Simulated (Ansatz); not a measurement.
Input:

CuIr2S4:
```cif
data_Cu2Ir4S8
_chemical_formula_sum 'Cu2 Ir4 S8'
_space_group_name_H-M_alt 'P 1'
_space_group_IT_number 1
_cell_length_a 6.91693
_cell_length_b 6.91693
_cell_length_c 6.91693
_cell_angle_alpha 60.000
_cell_angle_beta 60.000
_cell_angle_gamma 60.000
loop_
_space_group_symop_operation_xyz
  'x, y, z'
loop_
_atom_site_label
_atom_site_type_symbol
_atom_site_fract_x
_atom_site_fract_y
_atom_site_fract_z
_atom_site_occupancy
Cu1 Cu 0.25000 0.25000 0.25000 1
Cu2 Cu 0.00000 0.00000 0.00000 1
Ir1 Ir 0.62500 0.62500 0.12500 1
Ir2 Ir 0.62500 0.12500 0.62500 1
Ir3 Ir 0.62500 0.62500 0.62500 1
Ir4 Ir 0.12500 0.62500 0.62500 1
S1 S 0.38472 0.84584 0.38472 1
S2 S 0.86528 0.86528 0.86528 1
S3 S 0.84584 0.38472 0.38472 1
S4 S 0.86528 0.86528 0.40416 1
S5 S 0.38472 0.38472 0.84584 1
S6 S 0.40416 0.86528 0.86528 1
S7 S 0.38472 0.38472 0.38472 1
S8 S 0.86528 0.40416 0.86528 1
```

This is the PBEsol-relaxed structure.

All from PBEsol in the plane-wave PAW code Ansatz, unless another level is named. Give the bulk modulus (Birch–Murnaghan fit).

129 GPa.

Next, the highest zone-centre frequency?

408 cm^-1.

What about the elastic constants (relaxed ions, GPa)?

C11 = 195, C12 = 96.5, C44 = 47.0.

Space group Fd-3m (spinel). The workflow started from a Materials Project entry (that database holds measured and hypothetical structures alike); the Crystallography Open Database files this formula in space group No. 227, but the cells were not matched. Whether it is the stable phase at ambient conditions was not checked. The PBEsol relaxation kept the symmetry of its start; its stability against distortions is not shown here. The run is not spin-polarised. As this level gives no gap, shear constants depend on the k-mesh and smearing (Fermi–Dirac, 0.1 eV here). As this level gives no gap, phonon frequencies hold no LO–TO term and depend on the k-mesh and smearing (Fermi–Dirac, 0.1 eV here). Spin–orbit coupling is left out wherever it is not named.

Potentials: the later of the program's two PAW sets.
